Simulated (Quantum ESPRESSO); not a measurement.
## W3TiIr3Al (one run as intended and one with a planted mistake)

A calculation, not a measurement. The program is pw.x of Quantum ESPRESSO 7.5 (plane-wave density functional theory). The cell is made up: eight metal atoms on a face-centred cubic lattice, with elements, volume, strain and displacements drawn at random and not relaxed, so it may be unstable or far from any real phase. PseudoDojo standard norm-conserving files set the functional (PBE unless stated); there is no spin polarisation or spin-orbit coupling, the Fermi-Dirac width of 0.25 eV means electrons at about 2900 K, and the masses in the input are unused placeholders. Heavy elements are run without spin-orbit coupling, which real alloys of them have. A spin test at this wide smearing found no moment, but such smearing suppresses magnetism that the real alloy may have.

Intended input:

```
&control calculation='scf', pseudo_dir='./dojo.nc.sr.pbe.v0_5.standard.upf', outdir='./o', disk_io='minimal', tprnfor=.true., tstress=.true. /
&system ibrav=0, nat=8, ntyp=4, nbnd=71, ecutwfc=84.00895049, nosym=.true., tot_charge=0,
 occupations='smearing', smearing='fd', degauss=0.0183746611
/
&electrons conv_thr=1.470e-08, electron_maxstep=70, mixing_beta=0.5 /
ATOMIC_SPECIES
Al 1.0 Al.upf
Ir 1.0 Ir.upf
Ti 1.0 Ti.upf
W 1.0 W.upf
CELL_PARAMETERS angstrom
0.0142 0.0145 -3.8577
3.8725 0.0394 -0.0142
-0.0788 -7.6595 0.0289
ATOMIC_POSITIONS angstrom
W 0.0925 -0.0286 -0.0888
W -0.0162 -3.9116 0.0589
Ti 1.909 -1.9721 0.0268
Ir 1.8889 -5.6921 0.1665
W -0.0318 -1.9497 -1.9599
Ir -0.0963 -5.6883 -1.9116
Al 1.8584 0.0558 -2.0803
Ir 1.9781 -3.8161 -1.9749
K_POINTS automatic
6 6 3 1 1 1
```

The log is shortened where brackets say so; the opening notice, blank lines, dates and the lines on written files are dropped, and the path of the files is cut. It prints rydbergs, bohrs and kilobars, and counts compression as positive stress. Its total energy is the free energy E - TS of the whole cell.

Log of the intended run:

```
     Program PWSCF v.7.5
     Parallel version (MPI & OpenMP), running on       4 processor cores
     Number of MPI processes:                 4
     Threads/MPI process:                     1
     [start-up lines left out]
     bravais-lattice index     =            0
     lattice parameter (alat)  =       7.2901  a.u.
     unit-cell volume          =     772.0751 (a.u.)^3
     number of atoms/cell      =            8
     number of atomic types    =            4
     number of electrons       =       108.00
     number of Kohn-Sham states=           71
     kinetic-energy cutoff     =      84.0090  Ry
     charge density cutoff     =     336.0358  Ry
     scf convergence threshold =      1.5E-08
     mixing beta               =       0.5000
     number of iterations used =            8  plain     mixing
     Exchange-correlation= PBE
                           (   1   4   3   4   0   0   0)
     [axes and pseudopotential details left out]
   Cartesian axes
     site n.     atom                  positions (alat units)
         1        W      tau(   1) = (   0.0239777  -0.0074136  -0.0230186  )
         2        W      tau(   2) = (  -0.0041993  -1.0139580   0.0152680  )
         3        Ti     tau(   3) = (   0.4948476  -0.5112043   0.0069470  )
         4        Ir     tau(   4) = (   0.4896373  -1.4754961   0.0431598  )
         5        W      tau(   5) = (  -0.0082431  -0.5053978  -0.5080418  )
         6        Ir     tau(   6) = (  -0.0249627  -1.4745111  -0.4955216  )
         7        Al     tau(   7) = (   0.4817312   0.0144644  -0.5392517  )
         8        Ir     tau(   8) = (   0.5127596  -0.9892027  -0.5119301  )
     number of k points=    54  Fermi-Dirac smearing, width (Ry)=  0.0184
                       cart. coord. in units 2pi/alat
        k(    1) = (   0.0835764  -0.0851170  -0.0833468), wk =   0.0370370
        k(    2) = (   0.0801643   0.2506935  -0.0820971), wk =   0.0370370
     [further k points left out]
     Dense  grid:    80327 G-vectors     FFT dimensions: (  45,  45,  90)
     Estimated max dynamical RAM per process >     310.14 MB
     Estimated total dynamical RAM >       1.15 GB
     Initial potential from superposition of free atoms
     starting charge     107.9940, renormalised to     108.0000
     Starting wfcs are   74 randomized atomic wfcs
     total cpu time spent up to now is        5.8 secs
     per-process dynamical memory:   246.9 Mb
     Self-consistent Calculation
     iteration #  1     ecut=    84.01 Ry     beta= 0.50
     Davidson diagonalization with overlap
     ethr =  1.00E-02,  avg # of iterations =  3.7
     total cpu time spent up to now is       21.3 secs
     total energy              =   -1268.37794280 Ry
     estimated scf accuracy    <       1.70807950 Ry
     iteration #  2     ecut=    84.01 Ry     beta= 0.50
     Davidson diagonalization with overlap
     ethr =  1.58E-03,  avg # of iterations =  5.4
     total cpu time spent up to now is       40.0 secs
     total energy              =   -1266.99210689 Ry
     estimated scf accuracy    <      42.17346803 Ry
     [iterations 3 to 16 left out]
     iteration # 17     ecut=    84.01 Ry     beta= 0.50
     Davidson diagonalization with overlap
     ethr =  3.26E-11,  avg # of iterations =  2.0
     total cpu time spent up to now is      254.9 secs
     total energy              =   -1269.44883540 Ry
     estimated scf accuracy    <       0.00000004 Ry
     iteration # 18     ecut=    84.01 Ry     beta= 0.50
     Davidson diagonalization with overlap
     ethr =  3.26E-11,  avg # of iterations =  1.0
     total cpu time spent up to now is      266.4 secs
     End of self-consistent calculation
     [lines on levels left out]
!    total energy              =   -1269.44883540 Ry
     estimated scf accuracy    <          3.2E-09 Ry
     smearing contrib. (-TS)   =      -0.10601656 Ry
     internal energy E=F+TS    =   -1269.34281884 Ry
     The total energy is F=E-TS. E is the sum of the following terms:
     one-electron contribution =    -319.77455097 Ry
     hartree contribution      =     227.12612797 Ry
     xc contribution           =    -251.06748994 Ry
     ewald contribution        =    -925.62690590 Ry
     convergence has been achieved in  18 iterations
     Forces acting on atoms (cartesian axes, Ry/au):
     atom    1 type  4   force =    -0.07402738   -0.01000327   -0.00535991
     atom    2 type  4   force =    -0.00610428   -0.01867580   -0.03123157
     atom    3 type  3   force =     0.00591384    0.05006018   -0.04505033
     atom    4 type  2   force =    -0.00801538   -0.05440462   -0.10497117
     atom    5 type  4   force =     0.01554031    0.07308349    0.02933342
     atom    6 type  2   force =     0.04933821   -0.04974364    0.05785597
     atom    7 type  1   force =     0.05662666    0.01825022    0.05109480
     atom    8 type  2   force =    -0.03927197   -0.00856658    0.04832879
     Total force =     0.224465     Total SCF correction =     0.000408
     Computing stress (Cartesian axis) and pressure
          total   stress  (Ry/bohr**3)                   (kbar)     P=      263.42
   0.00184273  -0.00026949   0.00012522          271.07      -39.64       18.42
  -0.00026949   0.00193747   0.00018939          -39.64      285.01       27.86
   0.00012522   0.00018939   0.00159191           18.42       27.86      234.18
     init_run     :      5.52s CPU      5.73s WALL (       1 calls)
     electrons    :    255.84s CPU    260.62s WALL (       1 calls)
     forces       :      2.77s CPU      2.79s WALL (       1 calls)
     stress       :      9.48s CPU      9.68s WALL (       1 calls)
     [timing details left out]
     PWSCF        :   4m33.74s CPU   4m39.00s WALL
     JOB DONE.
```

A second run has one planted mistake: one atom is of a wrong element. The input lines that differ:

```
- &system ibrav=0, nat=8, ntyp=4, nbnd=71, ecutwfc=84.00895049, nosym=.true., tot_charge=0,
+ &system ibrav=0, nat=8, ntyp=5, nbnd=68, ecutwfc=84.00895049, nosym=.true., tot_charge=0,
+ Sc 1.0 Sc.upf
- Ir -0.0963 -5.6883 -1.9116
+ Sc -0.0963 -5.6883 -1.9116
```

Its log:

```
     Program PWSCF v.7.5
     Parallel version (MPI & OpenMP), running on       4 processor cores
     Number of MPI processes:                 4
     Threads/MPI process:                     1
     [start-up lines left out]
     bravais-lattice index     =            0
     lattice parameter (alat)  =       7.2901  a.u.
     unit-cell volume          =     772.0751 (a.u.)^3
     number of atoms/cell      =            8
     number of atomic types    =            5
     number of electrons       =       102.00
     number of Kohn-Sham states=           68
     kinetic-energy cutoff     =      84.0090  Ry
     charge density cutoff     =     336.0358  Ry
     scf convergence threshold =      1.5E-08
     mixing beta               =       0.5000
     number of iterations used =            8  plain     mixing
     Exchange-correlation= PBE
                           (   1   4   3   4   0   0   0)
     [axes and pseudopotential details left out]
   Cartesian axes
     site n.     atom                  positions (alat units)
         1        W      tau(   1) = (   0.0239777  -0.0074136  -0.0230186  )
         2        W      tau(   2) = (  -0.0041993  -1.0139580   0.0152680  )
         3        Ti     tau(   3) = (   0.4948476  -0.5112043   0.0069470  )
         4        Ir     tau(   4) = (   0.4896373  -1.4754961   0.0431598  )
         5        W      tau(   5) = (  -0.0082431  -0.5053978  -0.5080418  )
         6        Sc     tau(   6) = (  -0.0249627  -1.4745111  -0.4955216  )
         7        Al     tau(   7) = (   0.4817312   0.0144644  -0.5392517  )
         8        Ir     tau(   8) = (   0.5127596  -0.9892027  -0.5119301  )
     number of k points=    54  Fermi-Dirac smearing, width (Ry)=  0.0184
                       cart. coord. in units 2pi/alat
        k(    1) = (   0.0835764  -0.0851170  -0.0833468), wk =   0.0370370
        k(    2) = (   0.0801643   0.2506935  -0.0820971), wk =   0.0370370
     [further k points left out]
     Dense  grid:    80327 G-vectors     FFT dimensions: (  45,  45,  90)
     Estimated max dynamical RAM per process >     305.14 MB
     Estimated total dynamical RAM >       1.13 GB
     Initial potential from superposition of free atoms
     starting charge     101.9915, renormalised to     102.0000
     Starting wfcs are   74 randomized atomic wfcs
     total cpu time spent up to now is        6.1 secs
     per-process dynamical memory:   239.6 Mb
     Self-consistent Calculation
     iteration #  1     ecut=    84.01 Ry     beta= 0.50
     Davidson diagonalization with overlap
     ethr =  1.00E-02,  avg # of iterations =  2.5
     Threshold (ethr) on eigenvalues was too large:
     Diagonalizing with lowered threshold
     Davidson diagonalization with overlap
     ethr =  2.33E-04,  avg # of iterations =  6.1
     total cpu time spent up to now is       36.9 secs
     total energy              =   -1135.80458304 Ry
     estimated scf accuracy    <       0.29121503 Ry
     iteration #  2     ecut=    84.01 Ry     beta= 0.50
     Davidson diagonalization with overlap
     ethr =  2.86E-04,  avg # of iterations =  3.9
     total cpu time spent up to now is       52.1 secs
     total energy              =   -1135.76356854 Ry
     estimated scf accuracy    <       0.57232340 Ry
     [iterations 3 to 14 left out]
     iteration # 15     ecut=    84.01 Ry     beta= 0.50
     Davidson diagonalization with overlap
     ethr =  2.20E-10,  avg # of iterations =  1.0
     total cpu time spent up to now is      220.1 secs
     total energy              =   -1135.88177983 Ry
     estimated scf accuracy    <       0.00000006 Ry
     iteration # 16     ecut=    84.01 Ry     beta= 0.50
     Davidson diagonalization with overlap
     ethr =  5.55E-11,  avg # of iterations =  1.2
     total cpu time spent up to now is      231.5 secs
     End of self-consistent calculation
     [lines on levels left out]
!    total energy              =   -1135.88177983 Ry
     estimated scf accuracy    <          9.6E-09 Ry
     smearing contrib. (-TS)   =      -0.10264765 Ry
     internal energy E=F+TS    =   -1135.77913218 Ry
     The total energy is F=E-TS. E is the sum of the following terms:
     one-electron contribution =    -281.36891136 Ry
     hartree contribution      =     201.53958997 Ry
     xc contribution           =    -223.91733013 Ry
     ewald contribution        =    -832.03248066 Ry
     convergence has been achieved in  16 iterations
     Forces acting on atoms (cartesian axes, Ry/au):
     atom    1 type  5   force =    -0.06621855   -0.03784927    0.00760457
     atom    2 type  5   force =     0.00785897    0.05549380   -0.04137318
     atom    3 type  4   force =     0.00808200    0.03019896   -0.04693209
     atom    4 type  2   force =    -0.01036407   -0.09562589   -0.12221217
     atom    5 type  5   force =     0.01642247    0.05374856    0.02907186
     atom    6 type  3   force =     0.02882117   -0.03487398    0.04736535
     atom    7 type  1   force =     0.05899008   -0.02068615    0.04960021
     atom    8 type  2   force =    -0.04359207    0.04959398    0.07687545
     Total force =     0.251053     Total SCF correction =     0.000640
     Computing stress (Cartesian axis) and pressure
          total   stress  (Ry/bohr**3)                   (kbar)     P=      333.67
   0.00225287  -0.00016773   0.00011462          331.41      -24.67       16.86
  -0.00016773   0.00226692   0.00027507          -24.67      333.47       40.46
   0.00011462   0.00027507   0.00228490           16.86       40.46      336.12
     init_run     :      5.58s CPU      5.79s WALL (       1 calls)
     electrons    :    221.06s CPU    225.44s WALL (       1 calls)
     forces       :      2.44s CPU      2.46s WALL (       1 calls)
     stress       :      8.64s CPU      8.82s WALL (       1 calls)
     [timing details left out]
     PWSCF        :   3m57.99s CPU   4m 2.84s WALL
     JOB DONE.
```

|  | intended run | run with the mistake |
| --- | --- | --- |
| free energy (eV) | -17271.731 | -15454.459 |
| entropy term -TS, part of it (eV) | -1.442 | -1.397 |
| pressure (GPa) | 26.34 | 33.37 |
| size of the largest force component (eV/Å) | 2.699 | 3.142 |
| largest change of a force component (eV/Å) |  | 1.907 |
| iterations | 18 | 16 |

For scale, a rerun of the intended cell at a higher cutoff and on a denser mesh moved values by no more than 0.003 eV in energy, 0.03 GPa in stress and 0.015 eV/Å in force, and a second program with other atomic files agreed on that cell to 2 % rms in force and 0.5 GPa in pressure. Files of another functional or element have another zero of energy, so the energy change says nothing on stability. The number of bands, nbnd, was set by rule from the electron count, so it follows the mistake.